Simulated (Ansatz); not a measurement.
The relaxed structure here is a generated cell of Hf: the first start was made by placing the elements on the sites of a structure type, and the end was not matched to a known phase here, so it may be hypothetical. Known forms of Hf include space group No. 194.

One starting cell of Hf (a generated cell, Hf built in the AFLOW prototype A_oF8_70_a) was relaxed twice with Ansatz (plane waves, PAW, scalar-relativistic): with r2SCAN at 500 eV and with PBE at 420 eV. The r2SCAN result:

```yaml
crystal:
  lattice:
    - [0.00000, 2.76436, 5.14001]
    - [1.56448, 0.00000, 5.14001]
    - [1.56448, 2.76436, 0.00000]
  atoms:
    - { symbol: Hf, position: [0.25000, 0.25000, 0.25000] }
    - { symbol: Hf, position: [0.00000, 0.00000, 0.00000] }
```

| quantity | r2SCAN | PBE |
|---|---|---|
| space group | Fddd | Fddd |
| volume (Å³/atom) | 22.23 | [?] |
| a (Å) | 3.129 | [?] |
| b (Å) | 5.529 | [?] |
| c (Å) | 10.280 | [?] |
| gap (eV, no spin-orbit coupling) | 0.00 | [?] |

### Question
Fill in the PBE column.

### Answer

- volume (Å³/atom), PBE: 22.43
- a (Å), PBE: 3.133
- b (Å), PBE: 5.509
- c (Å), PBE: 10.396
- gap (eV, no spin-orbit coupling), PBE: 0.00

Both levels end in the same structure; PBE's volume is 0.9 % larger. Neither column is exact.

No spin polarisation in the result.

The run could not lose the symmetry of its start, so the end can be a saddle point.

All atoms sit on sites fixed by symmetry, so only the cell could relax.

Ansatz is a quantum-chemistry and plane-wave program.
